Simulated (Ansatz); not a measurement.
# Scan of one atom of the cell for Cu (fcc, Cu type)

Relaxed Cu (fcc, Cu type):

```xyz
4
Lattice="3.5634 0.0000 0.0000 0.0000 3.5634 0.0000 0.0000 0.0000 3.5634" Properties=species:S:1:pos:R:3 pbc="T T T"
Cu     0.0000     0.0000     0.0000
Cu     1.7817     1.7817     0.0000
Cu     1.7817     0.0000     1.7817
Cu     0.0000     1.7817     1.7817
```

In this cell atom 4 (Cu, nearest neighbour Cu at 2.520 Å; its periodic images, 3.6 Å or more away, move with it) is moved by s towards the nearest neighbour, unit vector (0.707, -0.707, 0.000); all other atoms and the cell stay fixed.

Computed with PBEsol (plane waves to 420 eV, PAW, scalar-relativistic; Ansatz, an electronic-structure program). k mesh 11×11×11 (Γ-centred), Fermi-Dirac smearing 0.05 eV. The energy includes the smearing's −TS. Compression counts positive. Left out: 4 of 11 points, with atoms too close for the PAW data. With partly filled bands, energies and forces of such displacements shift with the k mesh and the smearing. F∥ is the force on the atom along that direction. Cu is run without spin polarisation. Cu was relaxed with its symmetry unable to fall. The PAW data are Ansatz's earlier set. The zero of ΔE is the undisplaced structure.

```
s (Å)   ΔE (meV/cell)  P (GPa)  F∥ (eV/Å)
------  -------------  -------  ---------
-0.456            963     11.2      5.016
-0.304            386      4.7      2.747
-0.152             91      1.2      1.221
0.000               0      0.0      0.000
0.152              91      1.2     -1.221
0.304             386      4.7     -2.747
0.456             963     11.2     -5.016
```

Derived quantities:

The energy at s = 0.456 Å is 963 meV/cell and the force along the line at s = -0.456 Å is 5.02 eV/Å. The force constant k = d²E/ds² at s = 0 (finite differences) comes out as 7.70 eV/Å². Symmetry of the curve: even: the same for both signs. Shape of the curve: a single well with its minimum at or next to zero displacement. Harmonic estimate at the end of the scan: ½ks² = 800 meV/cell against the computed 963 meV/cell, so the well is stiffer than harmonic there.

(A displaced cell: forces are minus the slopes of the energy, force constants its curvatures, and phonons follow from these.)
